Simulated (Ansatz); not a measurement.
**Structure optimisation: boron, dhcp**

These are results of DFT, PBEsol, plane waves (420 eV) with PAW, scalar-relativistic in Ansatz 0.2.0, not measurements. (PAW data from PBE, frozen cores regenerated.)

k-point mesh 17×17×5, Fermi-Dirac smearing 0.1 eV, no spin polarisation. Cell and atoms relax.

Starting structure:

```yaml
crystal:
  lattice:
    - [2.1005919712, 0.0, 0.0]
    - [-1.0502959856, 1.81916601, 0.0]
    - [0.0, 0.0, 6.8605333778]
  atoms:
    - { symbol: B, position: [0.0, 0.0, 0.0] }
    - { symbol: B, position: [0.0, 0.0, 0.5] }
    - { symbol: B, position: [0.3333333333, 0.6666666667, 0.25] }
    - { symbol: B, position: [0.6666666667, 0.3333333333, 0.75] }
hamiltonian:
  xc: pbesol
  pseudopotentials:
    kind: paw
    azcp:
      B: "pseudopotentials/B.paw.azcp"
basis:
  ecutwfc: 420
  fft_grid_basis: typed
kpoints:
  mp_grid: { grid: [17, 17, 5], shift: [0, 0, 0] }
magnetization:
  spin_polarized: false
scf:
  occupations: { method: fermi_dirac, width: 0.1 }
relax:
  max_steps: 60
  f_tol: 0.01
  cell: {}
```

**Question.** What cell does the relaxation end in?

**Answer.** P6_3/mmc with a = 1.710 Å, c = 14.337 Å (c/a = 8.385); 9.07 Å³ per atom against 6.55 at the start (38.5 %).

The cell has left the dhcp structure type; it ends in P6_3/mmc.

**Question.** How much energy does the relaxation gain?

**Answer.** 688.0 meV per atom.

Path of the relaxation (the plane waves are chosen anew near the end, which can shift the energy a little):

```
step  E − E(final) (meV/atom)  V (Å³/atom)  P (GPa)  max force (eV/Å)
   0                   688.00        6.554   -24.01             0.000
   1                   640.31        6.172   -11.96             0.000
   2                   612.70        5.759     6.62             0.000
   3                   591.55        5.572    18.76             0.000
   4                   547.33        5.622    19.42             0.000
   5                   502.34        5.854     9.53             0.000
   6                   468.34        5.988     6.67             0.000
   7                   439.05        6.137     4.33             0.000
   8                   414.66        6.228     5.01             0.000
   9                   399.08        6.446    -0.38             0.000
  10                   380.40        6.523     0.47             0.000
  11                   349.27        6.533     4.16             0.000
  12                   311.35        6.523     7.99             0.000
  13                   281.50        6.610     9.26             0.000
  14                   262.74        6.821     4.56             0.000
  15                   259.34        6.999     0.03             0.000
  16                   259.30        6.995    -0.11             0.000
  17                   259.29        6.992     0.01             0.000
  18                   108.92        6.992     7.99             0.000
  19                    76.30        7.203     5.59             0.000
  20                    52.14        7.378     5.26             0.000
  21                    34.42        7.595     3.74             0.000
  22                    23.53        7.822     2.16             0.000
  23                    18.11        8.051     0.70             0.000
  24                    16.82        8.205     2.15             0.000
```
